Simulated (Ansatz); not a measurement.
Relaxed-ion elastic tensor of Si (simple cubic, Pm-3m) in GPa (Voigt order), DFT-PBE in the program Ansatz with PAW potentials; density 2.88 g/cm³, 16.20 Å³ per atom.

```
 202  51.4  51.4   0.0   0.0   0.0
51.4   202  51.4   0.0   0.0   0.0
51.4  51.4   202   0.0   0.0   0.0
 0.0   0.0   0.0  12.6   0.0   0.0
 0.0   0.0   0.0   0.0  12.6   0.0
 0.0   0.0   0.0   0.0   0.0  12.6
```

Problem. Is the crystal mechanically stable?

Solution. Yes: the smallest eigenvalue of C is 12.6 GPa.

Problem. Work out the Voigt, Reuss and Hill averages.

Solution. K_V = 102, K_R = 102, K_H = 102; G_V = 37.7, G_R = 18.9, G_H = 28.3 GPa.

Problem. Give Young's modulus, Poisson's ratio, Pugh's ratio and the universal anisotropy index.

Solution. E = 9KG/(3K + G) = 77.7 GPa; ν = 0.37; K/G = 3.59 (ductile by the Pugh limit of 1.75); A_U = 5G_V/G_R + K_V/K_R − 6 = 4.99.

Problem. Estimate the sound speeds and the Debye temperature.

Solution. v_l = √((K + 4G/3)/ρ) = 6960 m/s, v_t = √(G/ρ) = 3130 m/s, mean 3540 m/s; Θ = (h/k)(3n/4πV)^(1/3) v_m = 416 K.

Problem. Give the Zener ratio and Young's modulus along [100], [110] and [111].

Solution. A = 2C44/(C11 − C12) = 0.17; 1/E = S11 − 2(S11 − S12 − S44/2)Γ with Γ = 0, 1/4, 1/3 gives 181, 45.3, 36.3 GPa.

Problem. Solve the Christoffel equation for the three sound speeds along [100], [110], [111].

Solution. Eigenvalues of C_ijkl n_j n_l equal ρv². In km/s, slowest first: [100] 2.09, 2.09, 8.38; [110] 2.09, 5.12, 6.96; [111] 4.35, 4.35, 6.41.

The cell is a constructed one: a structure type filled with these elements; neither database checked (COD, Materials Project) lists it. It is not the phase usual at ambient conditions (space group No. 227). The PBE relaxation kept the symmetry of its start; whether a distortion lowers the energy is not shown. As this level gives no gap, shear constants depend on the k-mesh and smearing (Fermi–Dirac, 0.1 eV here).

Potentials: the later of the program's two PAW sets.
